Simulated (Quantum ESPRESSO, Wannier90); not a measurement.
**MgPdF₆ (R-3): Wannier90 run**

Materials Project entry mp-7921; symmetrised, unrelaxed at this level. COD (Crystallography Open Database) has an entry of this formula and space group (matched by these alone). Method: PBEsol plane waves in Quantum ESPRESSO 7.5 (PseudoDojo norm-conserving files, 68 Ry, no spin polarisation, no spin-orbit coupling), Bloch states on a 4×4×4 mesh through Γ, Wannier90 4.0.1. Density: 8×8×8 mesh, cold smearing 0.01 Ry.

```
begin unit_cell_cart
ang
   -2.4656499840    4.2706310461    0.0000000000
   -4.9312999681    0.0000000000    0.0000000000
   -2.4656499840    1.4235436820    4.5099900000
end unit_cell_cart
mp_grid = 4 4 4
```

Question: Which shells of neighbouring k-points and which b-vectors and weights does Wannier90 pick for this cell and mesh?

Answer: 
```
 *---------------------------------- K-MESH ----------------------------------*
 +----------------------------------------------------------------------------+
 |                    Distance to Nearest-Neighbour Shells                    |
 |                    ------------------------------------                    |
 |          Shell             Distance (Ang^-1)          Multiplicity         |
 |          -----             -----------------          ------------         |
 |             1                   0.348293                      2            |
 |             2                   0.385701                      6            |
 |             3                   0.434973                      6            |
 |             4                   0.592406                      6            |
 |             5                   0.637072                      6            |
 |             6                   0.687207                      6            |
 |             7                   0.696585                      2            |
 |             8                   0.726064                     12            |
       ... (lines left out)
 +----------------------------------------------------------------------------+
 | The b-vectors are chosen automatically                                     |
 | The following shells are used:                       1,  2                 |
 +----------------------------------------------------------------------------+
 |                        Shell   # Nearest-Neighbours                        |
 |                        -----   --------------------                        |
 |                          1               2                                 |
 |                          2               6                                 |
 +----------------------------------------------------------------------------+
 | Completeness relation is fully satisfied [Eq. (B1), PRB 56, 12847 (1997)]  |
 +----------------------------------------------------------------------------+
 |                  b_k Vectors (Ang^-1) and Weights (Ang^2)                  |
 |                  ----------------------------------------                  |
 |            No.         b_k(x)      b_k(y)      b_k(z)        w_b           |
 |            ---        --------------------------------     --------        |
 |             1         0.000000    0.000000    0.348293     3.300448        |
 |             2         0.000000    0.000000   -0.348293     3.300448        |
 |             3        -0.318536   -0.183907   -0.116098     2.463900        |
 |             4         0.000000    0.367814   -0.116098     2.463900        |
 |             5        -0.318536    0.183907    0.116098     2.463900        |
 |             6         0.318536    0.183907    0.116098     2.463900        |
 |             7         0.000000   -0.367814    0.116098     2.463900        |
 |             8         0.318536   -0.183907   -0.116098     2.463900        |
```
